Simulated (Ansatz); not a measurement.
Relaxed-ion elastic tensor of HgS (zinc blende, space group No. 216) in GPa (Voigt order), PBE (plane waves, PAW; program Ansatz); density 7.19 g/cm³, 26.88 Å³ per atom.

```json
[
 {"": "1", "1": "61.3", "2": "44.8", "3": "44.8", "4": "0.0", "5": "0.0", "6": "0.0"},
 {"": "2", "1": "44.8", "2": "61.3", "3": "44.8", "4": "0.0", "5": "0.0", "6": "0.0"},
 {"": "3", "1": "44.8", "2": "44.8", "3": "61.3", "4": "0.0", "5": "0.0", "6": "0.0"},
 {"": "4", "1": "0.0", "2": "0.0", "3": "0.0", "4": "24.2", "5": "0.0", "6": "0.0"},
 {"": "5", "1": "0.0", "2": "0.0", "3": "0.0", "4": "0.0", "5": "24.2", "6": "0.0"},
 {"": "6", "1": "0.0", "2": "0.0", "3": "0.0", "4": "0.0", "5": "0.0", "6": "24.2"}
]
```

**Question.** Is the crystal mechanically stable?

**Answer.** Yes: the smallest eigenvalue of C is 16.5 GPa.

**Question.** Work out the Voigt, Reuss and Hill averages.

**Answer.** K_V = 50.3, K_R = 50.3, K_H = 50.3; G_V = 17.8, G_R = 13.7, G_H = 15.7 GPa.

**Question.** Give Young's modulus, Poisson's ratio, Pugh's ratio and the universal anisotropy index.

**Answer.** E = 9KG/(3K + G) = 42.8 GPa; ν = 0.36; K/G = 3.20 (ductile by the Pugh limit of 1.75); A_U = 5G_V/G_R + K_V/K_R − 6 = 1.53.

**Question.** Estimate the sound speeds and the Debye temperature.

**Answer.** v_l = √((K + 4G/3)/ρ) = 3150 m/s, v_t = √(G/ρ) = 1480 m/s, mean 1670 m/s; Θ = (h/k)(3n/4πV)^(1/3) v_m = 166 K.

**Question.** Give the Zener ratio and Young's modulus along [100], [110] and [111].

**Answer.** A = 2C44/(C11 − C12) = 2.94; 1/E = S11 − 2(S11 − S12 − S44/2)Γ with Γ = 0, 1/4, 1/3 gives 23.5, 44.2, 62.6 GPa.

**Question.** Solve the Christoffel equation for the three sound speeds along [100], [110], [111].

**Answer.** Eigenvalues of C_ijkl n_j n_l equal ρv². In km/s, slowest first: [100] 1.84, 1.84, 2.92; [110] 1.07, 1.84, 3.28; [111] 1.37, 1.37, 3.39.

Space group F-43m (zinc blende). Symmetry was held in the PBE relaxation; of distortions, only those at the zone centre were tested. As this level gives no gap, shear constants depend on the k-mesh and smearing (Fermi–Dirac, 0.1 eV here). Scalar-relativistic: spin–orbit coupling is off unless named, which matters more the heavier the elements.

Potentials: the later of the program's two PAW sets.
